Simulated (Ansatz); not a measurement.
## Structures of GePtS₃: which is lowest?

Plane-wave DFT in Ansatz with scalar-relativistic PAW potentials, cutoff 420 eV, Γ-centred meshes chosen by cell and gap, Gaussian smearing with energies taken to zero width. Every cell was relaxed (cell and atoms) in a run of its own, within the symmetry of its start. Functional: PBE.

Relaxed structures (starts from databases or built by putting these elements on another compound's sites):
A. Pm-3m, 5 atoms in the computed cell, a = 4.721 Å; sites (symmetry × multiplicity) Ge m-3m × 1, Pt m-3m × 1, S 4/mm.m × 3; start: built
B. P6_3/mmc, 10 atoms in the computed cell, a = 5.772 Å, c = 6.447 Å; sites (symmetry × multiplicity) Ge -3m. × 2, Pt -6m2 × 2, S mm2 × 6; start: built

Problem. Rank them by energy. Could pressure change the order?

Solution.
| structure | group | E − E(lowest) (meV/atom) | V (Å³/atom) | gap on mesh (eV) |
| --- | --- | --- | --- | --- |
| A | Pm-3m | 0.0 | 21.05 | 0.00 |
| B | P6_3/mmc | 101 | 18.60 | 0.00 |

A is lowest, 101 meV/atom under B. B is denser by 2.44 Å³/atom, so pressure favours it: ΔE/ΔV, with ΔE in eV and 1 eV/Å³ = 160.2 GPa, gives about 7 GPa for equal enthalpy if both cells were rigid, a rough figure since the two compress differently. Other structures may lie lower than all of these, and vibrations aren't counted.

Spin-orbit coupling is left out, which matters for the bands of heavy elements.